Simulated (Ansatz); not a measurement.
One crystal and one scan (frozen-phonon scan) at two levels, PBE (plane waves to 420 eV, PAW, scalar-relativistic; Ansatz, a quantum-chemistry and plane-wave program) and LDA (plane waves to 420 eV, PAW, scalar-relativistic; Ansatz), each from its own relaxed cell and on its own mesh. The cell shown is that of PBE.

Relaxed ZnAu (CsCl type):

```
CELL_PARAMETERS angstrom
      3.18677     0.00000     0.00000
      0.00000     3.18677     0.00000
      0.00000     0.00000     3.18677
ATOMIC_POSITIONS crystal
  Zn 0.50000 0.50000 0.50000
  Au 0.00000 0.00000 0.00000
```

A phonon eigenvector at Γ is frozen into this cell: atom i moves by Q times the vector below, so Q is the largest atomic displacement, in Å. The cell is held. It is one choice among 3 degenerate patterns.

```json
[
 {"atom": "Zn1", "x": "0.000", "y": "0.000", "z": "-1.000"},
 {"atom": "Au2", "x": "0.000", "y": "0.000", "z": "0.332"}
]
```

Spin-orbit coupling is left out, though Au is heavy. ZnAu was relaxed with its symmetry unable to fall. With partly filled bands, energies and forces of such displacements shift with the k mesh and the smearing. Percentages come from the unrounded values. Both scans cover Q from -0.180 to 0.180 Å.

```
quantity                                                                                    PBE    LDA        PBE − LDA
----------------------------------------------------------------------------------------  -----  -----  ---------------
Lattice constant a (Å)                                                                    3.187  3.096  +0.091 (+2.9 %)
Energy at Q = 0.180 Å (meV/cell)                                                             85    114      -29 (-25 %)
Harmonic wavenumber from the curvature (finite differences) (cm⁻¹ (negative: imaginary))    128    148      -20 (-14 %)
```

PBE gives the higher value for: lattice constant a. PBE gives the lower value for: energy at Q = 0.180 Å; harmonic wavenumber from the curvature. Both give the same space group of the distorted cell: P4mm (No. 99), lowered from Pm-3m.

ΔE (meV/cell), each from the undisplaced structure of its own level:

```tsv
Q (Å)	PBE	LDA
-0.180	85	114
-0.150	59	79
-0.120	38	51
-0.090	21	28
-0.060	9	13
-0.030	2	3
0.000	0	0
0.030	2	3
0.060	9	13
0.090	21	28
0.120	38	51
0.150	59	79
0.180	85	114
```

(A displaced cell: forces are minus the slopes of the energy, force constants its curvatures, and phonons follow from these.)
